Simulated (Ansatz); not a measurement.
# Al3B2Sb: rattling a relaxed structure

The structure comes from a generated guess, relaxed at this level; another structure or a mixture of phases may lie lower.

The calculation used DFT PBE, scalar-relativistic, plane waves, PAW in Ansatz. Plane waves to 420 eV, a k mesh through Γ of 12×12×4 on the computed 6-atom cell and Gaussian smearing (0.10 eV); no spin polarisation.

The cell below (6 atoms, space group P3m1 (No. 156)) is relaxed within its symmetry.

```yaml
crystal:
  lattice:
    - [3.50118, 0.00000, 0.00000]
    - [-1.75059, 3.03211, 0.00000]
    - [0.00000, 0.00000, 8.86416]
  atoms:
    - { symbol: Al, position: [0.66667, 0.33333, 0.33982] }
    - { symbol: Al, position: [0.66667, 0.33333, 0.06863] }
    - { symbol: Al, position: [0.00000, 0.00000, 0.86088] }
    - { symbol: B, position: [0.33333, 0.66667, 0.97873] }
    - { symbol: B, position: [0.33333, 0.66667, 0.19250] }
    - { symbol: Sb, position: [0.00000, 0.00000, 0.55943] }
```

For the test a repeat of it with 12 atoms (edges 3.50, 6.06, 8.86 Å) was strained at random (σ = 1.5 % a component), the atoms were moved at random (σ = 0.05 Å), and all was relaxed again on a coarse 6×4×4 mesh (in the run’s order of axes) with 0.20 eV smearing, with no symmetry imposed.

These runs have no spin–orbit coupling, which can matter for Sb.

Problem. Is the structure stable against such a distortion?

Solution. It returns, within 1 meV/atom of the unmoved cell on that mesh and with the same symmetry when read at 0.1 Å (Cm at 0.01 Å, so small strains and shifts remain). So it is stable against the distortions that fit this cell and that this random move excites. Modes that don't fit the cell aren't tested.
